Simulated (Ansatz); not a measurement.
ZnSnP₂ (chalcopyrite, I-42d), LDA (plane waves, PAW; program Ansatz). The conduction-band minimum lies at Γ, with 1 equivalent valley. Second derivatives d²E/dk² of the lowest band at one valley (eV·Å²), along Cartesian directions:

| direction | d²E/dk² |
|---|---|
| [100] | 115.2 |
| [010] | 115.2 |
| [001] | 105.9 |
| [110] | 115.0 |
| [101] | 110.3 |
| [011] | 110.3 |

Q: Find the principal effective masses, the density-of-states mass and the conductivity mass.

A: Off-diagonal terms follow from H_xy = H[110] − (H_xx + H_yy)/2, and m*/mₑ = 7.620 eV·Å² over each eigenvalue: 0.066, 0.066, 0.072. One valley's DOS mass (m₁m₂m₃)^(1/3) = 0.068, conductivity mass 3/(Σ 1/mᵢ) = 0.068 mₑ.

Q: What effective density of states Nc follows at 300 K for parabolic valleys?

A: Nc = 2.509e19 × 1 × (0.068)^(3/2) ≈ 4.4e17 cm⁻³.

The LDA relaxation kept the symmetry of its start. Scalar-relativistic: spin–orbit coupling is off unless named, which matters more the heavier the elements.

Potentials: the later of the program's two PAW sets.

Edges and masses are those of Kohn–Sham bands, whose gap is no quasiparticle gap.
